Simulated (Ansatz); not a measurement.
## Data sheet: AlN (DFT)

AlN:
```
AlN
1.0
    3.09475     0.00000     0.00000
   -1.54737     2.68013     0.00000
    0.00000     0.00000    10.02027
Al N
4 4
Direct
  0.00000   0.00000   0.00148
  0.00000   0.00000   0.50148
  0.66667   0.33333   0.75034
  0.33333   0.66667   0.25034
  0.00000   0.00000   0.81190
  0.00000   0.00000   0.31190
  0.66667   0.33333   0.56190
  0.33333   0.66667   0.06190
```

Space group P6_3mc (No. 186); conventional cell a = 3.095 Å, b = 3.095 Å, c = 10.020 Å, α = 90.00°, β = 90.00°, γ = 120.00°.

Method: the program Ansatz at the HSE06 level (PAW). Structure relaxed to zero pressure with the same functional. Other levels are named where they apply.

**Cell and energy**

- Volume per atom = 10.39 Å³
- Density = 3.28 g/cm³

**Electronic structure**

- Band gap = 5.31 eV (indirect)
- Valence-band maximum = at Γ
- Conduction-band minimum = at M (3 equivalent valleys)
- Smallest direct gap on the standard path = 5.59 eV

**Mechanics**

* **Bulk modulus (Birch–Murnaghan fit)**: 212 GPa
* **Pressure derivative B′**: 3.8

**Charges**

* **Bader charges**: Al +2.47, N -2.47 e

The cell is a constructed one: a structure type filled with these elements. Its sites differ from those of the usual phase in this space group: another stacking or structure type. The HSE06 relaxation kept the symmetry of its start; its stability against distortions is not shown here. The hybrid was solved on a coarse mesh, the path and, where they were found, the r²SCAN edge points; its band edges are the extreme levels among these.

Potentials: the later of the program's two PAW sets.
